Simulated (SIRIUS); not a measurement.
A self-consistent single point of Ag (C2/m, 1 atom in the cell; from Materials Project mp-124, changed as shown).

```
CELL_PARAMETERS angstrom
      0.00000     2.01976     2.01976
      1.99956     0.00000     1.99956
      2.01976     2.01976     0.00000
ATOMIC_POSITIONS crystal
  Ag 0.00000 0.00000 0.00000
```

Level of theory: PBE, PseudoDojo 0.5 standard norm-conserving PBE (tails mended) pseudopotentials (plane waves; SIRIUS 7.12.0).

SIRIUS settings:

- parameters.ngridk: 14 14 14
- parameters.xc_functionals: [XC_GGA_X_PBE, XC_GGA_C_PBE]
- parameters.gk_cutoff: 9.055 1/bohr
- parameters.pw_cutoff: 18.111 1/bohr
- parameters.smearing: gaussian
- parameters.smearing_width: 0.00999582 Ha
- potentials: PseudoDojo 0.5 standard norm-conserving PBE (tails mended) pseudopotentials
- parameters.electronic_structure_method: pseudopotential
- parameters.num_bands: 14
- parameters.num_mag_dims: 0
- parameters.num_dft_iter: 100
- parameters.energy_tol: 1e-07 Ha
- parameters.density_tol: 1e-06
- mixer.type: anderson
- mixer.beta: 0.7
- mixer.use_hartree: false

Results:

```
Item                                                     Result
------------------------------------------------  -------------
Number of valence electrons                                  19
Number of bands                                              14
Number of k-points after the program's reduction            744
Number of plane waves (most at a k-point)                  1399
Number of SCF iterations                                     11
FFT grid                                           36 × 36 × 36
Free energy E − TS                                -4218.2431 eV
Fermi level (on the code's own zero)                   18.43 eV
Pressure                                              10.40 GPa
```

Stress (GPa, positive for compression):
```
10.48  -0.32   0.66
-0.32  10.24  -0.32
 0.66  -0.32  10.48
```

For comparison: a first run was changed to give this one (lattice vector b scaled by 0.99), and from it to this one the free energy rises by 10.7 meV/atom and the pressure goes from 8.93 to 10.40 GPa.

The structure comes from a collection of computed structures, made at another level of theory; the collection holds predicted forms beside known ones. Its lattice was then scaled.

Cost on one core: about 2.2 core-minutes (a rough figure).

“Tails mended”: in these copies of the files the far tail of each local potential was reset to the Coulomb form.
